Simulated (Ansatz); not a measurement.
Ir (simple cubic, Pm-3m) at seven volumes, PBE (plane waves, PAW; program Ansatz), scaled uniformly. One row is withheld.

```tsv
V (Å³/atom)	P (GPa)
15.465	29.33
15.974	17.77
16.484	8.09
16.994	0.00
17.504	?
18.014	-12.36
18.524	-17.02
```

Task: Fit the shown pressures and predict the withheld one.

Result: P = (3/2)B₀(x^(7/2) − x^(5/2))[1 + (3/4)(B′ − 4)(x − 1)] with x = (V₀/V)^(2/3). Least squares on the six rows gives V₀ = 16.995 Å³/atom, B₀ = 245 GPa, B′ = 5.02. At V = 17.504, x = 0.9805 and P = -6.71 GPa. The run itself gave -6.75 GPa.

The cell is a constructed one: a structure type filled with these elements; neither database checked (COD, Materials Project) lists it. It is not the phase usual at ambient conditions (space group No. 225). The cell was relaxed with PBE under the symmetry of its start; whether a distortion lowers the energy is not shown. No spin polarisation was allowed. Spin–orbit coupling is left out wherever it is not named.

Potentials: the later of the program's two PAW sets.
